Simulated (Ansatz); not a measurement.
**MgMnV4O12 — quadrupolar parameters**

The cell is a computed structure from the Materials Project (it need not be an observed phase).

```xyz
18
Lattice="4.9669 0.0000 0.0000 -0.0226 5.2998 0.0000 -0.1121 -0.8455 7.6846" Properties=species:S:1:pos:R:3 pbc="T T T"
Mg    2.4291    4.6863    2.1813
Mn   -0.0309    1.9612    2.2203
V    -0.0991    4.3844    7.5867
V     2.4014    2.3498    4.1045
V    -0.0288   -0.3605    4.0933
V     2.4127    1.7137    7.6020
O     1.3621    0.8949    3.1906
O     0.4545   -0.4899    5.6999
O     1.5067    4.4663    0.3800
O     0.8879    3.4439    3.1468
O     3.9092    3.0837    7.1532
O     1.8690    2.2234    5.6846
O     3.2036    2.7548    1.6166
O     0.9844    1.8130    0.3423
O     3.8340    1.3147    4.0519
O     3.3314    0.4181    7.0847
O     4.2877    0.1961    1.6410
O     3.2613    3.9690    3.9798
```

Atom numbers follow the list; atoms alike are taken as one site, whose name carries the number of the first.

Computed with Ansatz: DFT, PBE+U (U = 2.9 eV on Mn d), plane waves and PAW, scalar-relativistic, collinear spin, 420 eV cutoff, Γ-centred 5×4×3 k-points, Fermi–Dirac smearing 0.02 eV. Start moments as typed (μB): 5 on each Mn, none on the rest.

C_Q = eQV_zz/h, which is 24.18 MHz for Q = 1 b and V_zz = 10²¹ V/m²; η = (V_xx − V_yy)/V_zz. Directions are in the Cartesian axes of the cell vectors above, for the atom listed; none is given where the gradient is under 0.02 or η is above 0.95.

(1) What field gradients does the calculation give at each kind of site?

Results:

(1) 

| site | first atom | first shell | V_zz (10²¹ V/m²) | η | direction of V_zz (x, y, z) |
| --- | --- | --- | --- | --- | --- |
| Mg | 1 | 6 O at 2.04–2.20 Å | 0.63 | 0.47 | 0.13 0.98 -0.14 |
| Mn | 2 | 6 O at 1.97–2.23 Å | 2.05 | 0.24 | -0.03 1.00 0.08 |
| V3 | 3 | 6 O at 1.67–2.15 Å | -4.78 | 0.73 | 0.86 0.41 0.29 |
| V4 | 4 | 5 O at 1.67–2.10 Å | 3.60 | 0.56 | 0.34 0.06 0.94 |
| V5 | 5 | 5 O at 1.68–2.08 Å | 5.06 | 0.12 | 0.23 -0.19 0.95 |
| V6 | 6 | 5 O at 1.67–2.08 Å; also 1 O at 2.21 Å | -3.72 | 0.67 | 0.91 -0.26 -0.32 |
| O7 | 7 | 1 Mn at 2.00 Å, 2 V at 2.01–2.08 Å, 1 Mg at 2.12 Å | -4.07 | 0.76 | -0.43 0.35 0.83 |
| O8 | 8 | 2 V at 1.68–2.01 Å, angle 147° | 2.19 | 0.15 | -0.20 -0.04 0.98 |
| O9 | 9 | 2 V at 1.74–2.21 Å, 1 Mg at 2.04 Å | -3.70 | 0.31 | 0.59 0.78 0.21 |
| O10 | 10 | 1 Mn at 1.98 Å, 2 V at 2.00–2.10 Å, 1 Mg at 2.20 Å | -4.83 | 0.64 | -0.43 -0.39 0.81 |
| O11 | 11 | 2 V at 1.67–2.08 Å, angle 150°; also 1 Mg at 3.24 Å | 2.86 | 0.65 | -0.57 -0.41 0.71 |
| O12 | 12 | 2 V at 1.67–2.06 Å, angle 145° | 2.39 | 0.80 | 0.06 -0.08 1.00 |
| O13 | 13 | 1 V at 1.84 Å, 1 Mn at 2.00 Å, 1 Mg at 2.16 Å; also 1 V at 2.65 Å | 4.24 | 0.72 | 0.62 -0.25 0.75 |
| O14 | 14 | 2 V at 1.76–2.15 Å, 1 Mn at 2.14 Å | -3.97 | 0.45 | -0.60 0.80 0.02 |
| O15 | 15 | 2 V at 1.77–2.01 Å, 1 Mn at 2.23 Å; also 1 Mg at 3.02 Å | 3.58 | 0.41 | -0.67 0.74 0.00 |
| O16 | 16 | 2 V at 1.67–2.11 Å, angle 145°; also 1 Mn at 3.27 Å | 2.33 | 0.53 | 0.59 -0.56 0.58 |
| O17 | 17 | 1 V at 1.90 Å, 1 Mn at 1.97 Å, 1 Mg at 2.08 Å; also 1 V at 2.60 Å, 1 Mg at 3.28 Å | -5.12 | 0.44 | 0.88 -0.40 0.24 |
| O18 | 18 | 2 V at 1.84–1.92 Å, 1 Mg at 2.11 Å; also 1 Mn at 3.15 Å | 5.57 | 0.21 | 0.71 0.70 -0.03 |

At V5 V_zz points along its shortest bond, to O (within 8°). At O8 V_zz points along the longer of its two bonds, to V (within 11°). At O15 V_zz points along its shortest bond, to V (within 12°).

At this cell the PBE+U pressure is -5 GPa, so with PBE+U the cell would shrink if it were relaxed. The entry's cell may itself be off. The largest force is 1.6 eV/Å, so the atoms aren't at the calculated equilibrium and relaxing them would move these values. With a gap of 0.3 eV on this mesh, small gradients can still move by 0.1 × 10²¹ V/m² or more as the k-mesh gets denser. All moments are parallel here, as the start or the cell imposes; many such compounds order antiparallel, where fields and spin densities carried over to other atoms largely cancel. The magnetic order is the one that the run reached from its start moments, not necessarily the measured one.
